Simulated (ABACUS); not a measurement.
ABACUS run on 3 x 3 x 3 supercell of TiC (TiC, 54 atoms in the cell; host: space group no. 225; from Materials Project mp-631): self-consistent single point.

Level of theory: PBEsol, numerical atomic orbitals SZP (confined pseudo-atomic orbitals with Gaussian additions; energy shift 0.01 Ry), PseudoDojo 0.4 standard norm-conserving PBEsol (tails mended) pseudopotentials run with ABACUS.

```
TiC
1.0
    0.00000     6.49716     6.49716
    6.49716     0.00000     6.49716
    6.49716     6.49716     0.00000
Ti C
27 27
Direct
  0.00000   0.00000   0.00000
  0.00000   0.00000   0.33333
  0.00000   0.00000   0.66667
  0.00000   0.33333   0.00000
  0.00000   0.33333   0.33333
  0.00000   0.33333   0.66667
  0.00000   0.66667   0.00000
  0.00000   0.66667   0.33333
  0.00000   0.66667   0.66667
  0.33333   0.00000   0.00000
  0.33333   0.00000   0.33333
  0.33333   0.00000   0.66667
  0.33333   0.33333   0.00000
  0.33333   0.33333   0.33333
  0.33333   0.33333   0.66667
  0.33333   0.66667   0.00000
  0.33333   0.66667   0.33333
  0.33333   0.66667   0.66667
  0.66667   0.00000   0.00000
  0.66667   0.00000   0.33333
  0.66667   0.00000   0.66667
  0.66667   0.33333   0.00000
  0.66667   0.33333   0.33333
  0.66667   0.33333   0.66667
  0.66667   0.66667   0.00000
  0.66667   0.66667   0.33333
  0.66667   0.66667   0.66667
  0.16667   0.16667   0.16667
  0.16667   0.16667   0.50000
  0.16667   0.16667   0.83333
  0.16667   0.50000   0.16667
  0.16667   0.50000   0.50000
  0.16667   0.50000   0.83333
  0.16667   0.83333   0.16667
  0.16667   0.83333   0.50000
  0.16667   0.83333   0.83333
  0.50000   0.16667   0.16667
  0.50000   0.16667   0.50000
  0.50000   0.16667   0.83333
  0.50000   0.50000   0.16667
  0.50000   0.50000   0.50000
  0.50000   0.50000   0.83333
  0.50000   0.83333   0.16667
  0.50000   0.83333   0.50000
  0.50000   0.83333   0.83333
  0.83333   0.16667   0.16667
  0.83333   0.16667   0.50000
  0.83333   0.16667   0.83333
  0.83333   0.50000   0.16667
  0.83333   0.50000   0.50000
  0.83333   0.50000   0.83333
  0.83333   0.83333   0.16667
  0.83333   0.83333   0.50000
  0.83333   0.83333   0.83333
```

Reference input (self-consistent single point, DFT, PBEsol, numerical atomic orbitals DZP (confined pseudo-atomic orbitals with Gaussian additions; energy shift 0.01 Ry), PseudoDojo 0.4 standard norm-conserving PBEsol (tails mended) pseudopotentials): basis = DZP numerical atomic orbitals, energy shift 0.01 Ry; KPT = Gamma 3 3 3 0 0 0; basis_type = lcao; ecutwfc = 100 Ry; smearing_method = gaussian; smearing_sigma = 0.00734986 Ry; potentials = PseudoDojo 0.4 standard norm-conserving PBEsol (tails mended); symmetry = 1; symmetry_prec = 1e-05; ks_solver = scalapack_gvx; scf_nmax = 100; scf_thr = 1.0e-07. This run's input differs from it in these lines:

```diff
@@ -27,4 +27,4 @@
 NUMERICAL_ORBITAL
-Ti_pbesol_8.0au_3s2p2d1f.orb
-C_pbesol_5.5au_2s2p1d.orb
+Ti_pbesol_8.0au_2s2p1d1f.orb
+C_pbesol_5.5au_1s1p1d.orb
```

Log, with long lists cut:

```
 SELF-CONSISTENT
 -------------------------------------------

                  longest orb rcut (Bohr) = 8
   longest nonlocal projector rcut (Bohr) = 1.7
                     search radius (Bohr) = 19.4

                          real space grid = [ 120, 120, 120 ]

                                 init_chg = atomic

 LCAO ALGORITHM --------------- ION=   1  ELEC=   1--------------------------------

 Density error is 0.159412961155
 E_KohnSham     -3519.2925329937     -47882.4313775675
 E_Fermi        1.0443861684         14.2096028027

 LCAO ALGORITHM --------------- ION=   1  ELEC=   2--------------------------------

   [... lines left out ...]

   [... 9 blocks of this kind left out ...]

 LCAO ALGORITHM --------------- ION=   1  ELEC=  12--------------------------------

 Density error is 1.1497496177e-07
 E_KohnSham     -3529.6133358847     -48022.8531048202
 E_Fermi        1.0790748720         14.6815668275

 LCAO ALGORITHM --------------- ION=   1  ELEC=  13--------------------------------

 Density error is 4.16095573022e-08
 E_KohnSham     -3529.6133358847     -48022.8531048201
 E_KS(sigma->0) -3529.6116463529     -48022.8301175604
 E_entropy(-TS) -0.0033790636        -0.0459745193
 E_Fermi        1.0790748734         14.6815668468
 charge density convergence is achieved
 final etot is -48022.853105 eV
 EFERMI = 14.681566847 eV

 STATE ENERGY(eV) AND OCCUPATIONS    NSPIN == 1
   [... 257 lines left out ...]

 TOTAL-FORCE (eV/Angstrom)
                       Ti1         0.0000000000         0.0000000000         0.0000000000
                       Ti2         0.0001546357         0.0001546357         0.0000000000
                       Ti3        -0.0001546357        -0.0001546357         0.0000000000
                       Ti4         0.0001546357         0.0000000000         0.0001546357
                       Ti5         0.0000391081        -0.0000391081        -0.0000391081
   [... 18 lines left out ...]
                      Ti24         0.0000000000        -0.0001942104         0.0000000000
   [... lines left out ...]
   [... 24 lines left out ...]

 TOTAL-STRESS (KBAR)
       -42.6800747498         0.0000000000        -0.0000000000
        -0.0000000000       -42.6800747498        -0.0000000000
         0.0000000000         0.0000000000       -42.6800747498
 TOTAL-PRESSURE: -42.680075 KBAR

 --------------------------------------------
 !FINAL_ETOT_IS -48022.8531048200748046 eV
 --------------------------------------------
```

The run converged in 13 iterations. Against the reference run the free energy rises by 35.3 meV/atom and the pressure goes from -5.47 to -4.27 GPa.

The atom-centred basis is finite, which shifts total energies, pressures and forces against plane waves. A single-zeta basis is rough, for pressures and forces above all. This run is one point of a test of settings, so its values need not be converged; read them against the reference run alone. The structure comes from a collection of computed structures, made at another level of theory; the collection holds predicted forms beside known ones. The cell is neutral and was run without spin polarisation; atoms start from ideal sites unless a change or a relaxation is shown. No clean gap shows at this smearing width and mesh (spacing up to 0.28 Å⁻¹); the mesh is coarse for partly filled bands, so the values carry mesh errors.

Cost on one core: roughly 11 core-minutes.

The atomic orbitals were generated for these runs; they are not ABACUS's published sets and were checked against plane waves on a few crystals only.

“Tails mended”: in these copies of the files the far tail of each local potential was reset to the Coulomb form.
